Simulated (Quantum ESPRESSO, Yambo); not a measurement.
# G0W0 results for PbS at -2 % isotropic strain

```xyz
2
Lattice="2.0436 1.1798 3.3391 -2.0436 1.1798 3.3391 0.0000 -2.3597 3.3391" Properties=species:S:1:pos:R:3 pbc="T T T"
S      0.0000     0.0000     5.2440
Pb     0.0000     0.0000     0.2094
```

The PBEsol cell relaxed from Materials Project entry mp-1057015 was given an isotropic strain of -2 % on all lattice vectors, and the atoms were relaxed again.

Starting point: norm-conserving PBE (stringent potentials; Quantum ESPRESSO, 88 Ry, without SOC). G0W0 in Yambo: 4×4×4 Γ-centred k mesh, bands 5 to 233 and a 15 Ry block in the screening, 233 bands in G with the Bruneval-Gonze terminator, plasmon pole fitted at 27.2 eV.

```yaml
PBE gap along the band path: 0.07 eV
PBE gap between the mesh's edge points (L → L): 0.07 eV
G0W0 gap between the same points: 0.23 eV
```

```
k point  band  E PBE (eV)  E QP (eV)  shift (eV)     Z
-------  ----  ----------  ---------  ----------  ----
Γ          VB       -2.67      -3.40       -0.73  0.77
Γ          CB        5.34       5.35        0.01  0.79
L          VB        0.00      -0.47       -0.47  0.79
L          CB        0.07      -0.24       -0.30  0.81
B          VB       -1.28      -1.91       -0.63  0.78
B          CB        2.04       1.93       -0.11  0.81
```

Energies count from the PBE valence-band maximum.

Convergence of the G0W0 settings was not tested.

Spin-orbit coupling is left out; with 6p states at a band edge it can lower the gap by many tenths of an eV, most of a small gap. So small a PBE gap in heavy elements may be inverted, where one-shot corrections to single bands mislead.

This is not the ordinary phase of the substance; no match was found in the copy of COD used, and its stability was not checked.
